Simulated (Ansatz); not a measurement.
Input:

Cu₂Sb:
```
Cu2Sb
1.0
    3.99936     0.00000     0.00000
    0.00000     3.99936     0.00000
    0.00000     0.00000     6.06057
Cu Sb
4 2
Cartesian
  0.00000   0.00000   0.00000
  1.99968   1.99968   0.00000
  1.99968   0.00000   1.60945
  0.00000   1.99968   4.45112
  1.99968   0.00000   4.25595
  0.00000   1.99968   1.80462
```

This is the r²SCAN-relaxed structure.

**Question.** All from r²SCAN (plane waves, PAW; program Ansatz), unless another level is named. Predict the electronic character.

**Answer.** metallic (no gap).

**Question.** Predict the density of states at the Fermi level.

**Answer.** 0.28 states/eV per atom (mean over ±0.08 eV).

**Question.** Next, the formation energy from the elements (no fitted shifts)?

**Answer.** 0.031 eV/atom.

Space group P4/nmm. The workflow started from a Materials Project entry (that database holds measured and hypothetical structures alike); the Crystallography Open Database files this formula in space group No. 129, but the cells were not matched. Whether it is the stable phase at ambient conditions was not checked. Symmetry was held in the r²SCAN relaxation; its stability against distortions is not shown here. No spin polarisation was allowed. The references are the lowest solids computed at this level, not always the standard phases. Scalar-relativistic: spin–orbit coupling is off unless named, which matters more the heavier the elements.

Potentials: the later of the program's two PAW sets.
